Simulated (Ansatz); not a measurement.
The elements of this relaxed trial crystal are hidden behind letters.

```
lattice vectors (Å)
  -2.0798    2.0798    5.3102
   2.0798   -2.0798    5.3102
   2.0798    2.0798   -5.3102
fractional positions
X 0.7500 0.2500 0.5000
X 0.2500 0.7500 0.5000
Z 0.0000 0.0000 0.0000
Q 0.3875 0.3875 0.0000
Q 0.6125 0.6125 0.0000
```

Level of theory: DFT PBE, scalar-relativistic, plane waves, PAW in Ansatz 0.2.0. The final run on the 5-atom cell used 420 eV, a Γ-centred 12×12×12 mesh, 0.10 eV smearing and no spin polarisation.

| Item | Value |
| --- | --- |
| Space group | I4/mmm (No. 139) |
| Conventional cell | a = 4.160 Å, c = 10.620 Å |
| Volume per atom | 18.38 Å³ |
| Density | 4.27 g/cm³ |
| Formation energy | −0.17 eV/atom |
| Gap on the 12×12×12 mesh of the 5-atom cell | 0 eV (a metal) |

Energies are uncorrected and count from the elements' standard states at the same level.

**Question.** X is an s-block element of period 2, Z is a p-block element of period 4 and Q is a p-block element of period 4. Which elements are they?

**Answer.** X = Li, Z = Ge, Q = As, so the formula is Li2GeAs2, here in the ThCr2Si2 type. Density times volume gives a mean mass of 4.27 × 18.38/1.6605 = 47.3 u per atom, and this set has 47.3 u. Li has 4 As at 2.54 Å, 4 Li at 2.94 Å and 4 Ge at 3.37 Å; Ge is surrounded by 8 As at 3.17 Å and 8 Li at 3.37 Å; As is surrounded by 1 As at 2.39 Å, 4 Li at 2.54 Å and 4 Ge at 3.17 Å. Other sets within the hints have nearly the same mass, so mass alone doesn't settle it; this one was computed.

A structure relaxed within its symmetry needn't be a true minimum.
